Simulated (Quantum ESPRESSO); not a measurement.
# One change at a time to Pd2Ru4ScTa

These are calculations, not measurements. They come from Quantum ESPRESSO 7.5, a public plane-wave density functional program. Each row is one single-point run on a made-up periodic cell of eight metal atoms, with elements, volume, strain and displacements drawn at random and not relaxed, so a cell may be unstable or far from any real phase. There is no spin polarisation or spin-orbit coupling.

Settings: PBE unless stated; PseudoDojo standard norm-conserving files; Fermi-Dirac width 0.25 eV, which means electrons at about 2900 K; cutoff 1143 eV; 8 x 5 x 3 k mesh shifted half a step off Gamma. E is the free energy of the whole cell (internal energy minus TS), so a -TS column is already part of it. Stress is positive in tension, and the pressure P is minus a third of its trace.

Checks: one run of this series was repeated at a higher cutoff and on a denser mesh, which moved values by no more than 0.005 eV, 0.06 GPa and 0.007 eV/Å, and a second program with other atomic files agreed on it to 2 % rms in force and 0.5 GPa in pressure. Known limits: heavy elements are run without spin-orbit coupling, which real alloys of them have; a spin test at this wide smearing found no moment, but such smearing suppresses magnetism that the real alloy may have.

The lattice is hexagonal close-packed, and the cell vectors in Å are (2.931, 0.000, 0.000); (1.466, -2.539, -4.652); (1.466, 7.616, -4.652), a volume of 138.48 Å³ in run 1. The elements on sites 1 to 8 are Ru Pd Ta Pd Ru Sc Ru Ru. Each later run makes one change to run 1 and keeps the rest. E is counted from run 1, and is n/a where other atomic files have another zero of energy.

```
run,change,V (Å³),P (GPa),-TS (eV),rms force (eV/Å),largest change of a force component (eV/Å),E (eV)
1,none,138.48,-17.49,-2.060,0.747,0.000,0.000
2,sites 3 and 4 exchanged,138.48,-18.24,-1.968,0.624,2.431,-0.308
3,all lengths scaled by +1.93 %,146.65,-22.82,-2.229,0.707,0.179,1.036
4,LDA in place of PBE,138.48,-28.72,-2.063,0.753,0.112,n/a
5,Hf on site 2,138.48,-10.71,-1.995,0.925,2.167,n/a
6,site 2 moved by +0.21 Å along y,138.48,-16.87,-2.054,0.784,1.219,?
```

## Worked estimate

Along the move dE = -F dx. The force on site 2 along y is 0.375 eV/Å in run 1 and -0.843 eV/Å in run 6, and the move is +0.21 Å, so the mean force times the move gives an estimate.

## Withheld value

Question: what E should run 6 give?

The estimate is 0.049 eV. The calculation gave 0.041 eV. The mean of two end points misses the curvature of the force.
